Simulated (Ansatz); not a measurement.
This run works on a generated trial structure, not on a known crystal.

Input and command of a plane-wave DFT calculation in Ansatz:

```yaml
crystal:
  lattice:
    - [6.9308804813, -1.8972859496, -0.3038667075]
    - [6.9308804813, 1.8972859496, -0.3038667075]
    - [-6.8240957229, 0.0, 10.4393612962]
  atoms:
    - { symbol: Sb, position: [0.3755398983, 0.3755398983, 0.2033282812] }
    - { symbol: Sb, position: [0.6244601017, 0.6244601017, 0.7966717188] }
    - { symbol: Se, position: [0.5894550276, 0.5894550276, 0.428441362] }
    - { symbol: Se, position: [0.4105449724, 0.4105449724, 0.571558638] }
    - { symbol: Se, position: [0.0, 0.0, 0.5] }
    - { symbol: Se, position: [0.0843232843, 0.0843232843, 0.9119638627] }
    - { symbol: Se, position: [0.9156767157, 0.9156767157, 0.0880361373] }
basis:
  ecutwfc: 420
kpoints:
  mp_grid: { grid: [8, 8, 4] }
hamiltonian:
  xc: pbe
scf:
  occupations: { method: fixed }
output:
  forces: true
  stress: true
  eigenvalues: true
relax:
  adjacent_minimum: "off"
  f_tol: 0.001
  max_steps: 60
  cell: { stress_tol: 0.01 }
```

```bash
ansatz run input.yaml --threads 3 --pin off --max-ram 7680MiB --backend cpu --events-out ev --progress --plain --runs-dir out
```

Processor: Intel(R) Xeon(R) 6975P-C (Granite Rapids), 3 threads, on a host shared with other jobs.

Question: How long does it run, and how much memory does it take?

Answer: About 2.7 min, peak memory 1.3 GiB. It solves 66 bands at 78 k points (after reduction by symmetry) with about 5207 plane waves (on the last cell), in 100 SCF iterations over 12 ionic steps.
